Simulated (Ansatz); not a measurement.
# Zn₃Ag: pressure against volume

Zn₃Ag, P-6m2, a = 2.835 Å, c = 8.607 Å. The structure is a Materials Project entry; whether it is the stable form wasn't checked. Ansatz: r2SCAN, PAW, 500 eV, Γ-centred 18×18×6 mesh on 4 atoms, Gaussian smearing 0.10 eV; no spin polarisation. Shape and atoms are relaxed at each volume; pressure is positive in compression.

| V (Å³/atom) | P (GPa) |
| --- | --- |
| 14.083 | 7.08 |
| 14.532 | 3.20 |
| 14.982 | 0.00 |
| 15.431 | ? |
| 15.880 | -4.80 |

Question: Take V0 = 14.982 Å³/atom, fit the third-order Birch–Murnaghan form to the other rows, and predict the missing pressure.

Answer: With the Eulerian strain f = ½[(V0/V)^(2/3) − 1] and y = P/[3f(1 + 2f)^(5/2)], the form is the line y = B0 + 1.5 B0 (B0′ − 4) f. Rows (f, y): 0.02106, 101.1; 0.01027, 98.7; -0.01903, 92.6. Means f = 0.004100, y = 97.467; Σ(Δf)² = 0.0008607, ΣΔfΔy = 0.1818; the slope is their ratio. y = 96.60 + 211.2 f GPa, so B0 = 96.6 GPa and B0′ = 4 + 2 × (211.2)/(3 × 96.60) = 5.46. At V = 15.431, f = -0.00975, y = 94.54 and P = -2.63 GPa. The run gave -2.64 GPa, so the fit is 0.01 GPa too high, a small miss on the scale of the series.